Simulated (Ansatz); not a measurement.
AlNi (CsCl type, Pm-3m) at seven volumes, r²SCAN (plane waves, PAW; program Ansatz), scaled uniformly. One row is withheld.

```csv
V (Å³/atom),P (GPa)
10.684,20.40
11.036,12.48
11.388,5.74
11.740,-0.01
12.092,-4.91
12.445,?
12.797,-12.66
```

### Question
Fit the shown pressures and predict the withheld one.

### Answer
P = (3/2)B₀(x^(7/2) − x^(5/2))[1 + (3/4)(B′ − 4)(x − 1)] with x = (V₀/V)^(2/3). Least squares on the six rows gives V₀ = 11.740 Å³/atom, B₀ = 177 GPa, B′ = 4.31. At V = 12.445, x = 0.9619 and P = -9.10 GPa. The run itself gave -9.09 GPa.

Symmetry was held in the r²SCAN relaxation. The workflow began spin-polarised and lost its moments.

Potentials: the earlier of the program's two PAW sets.
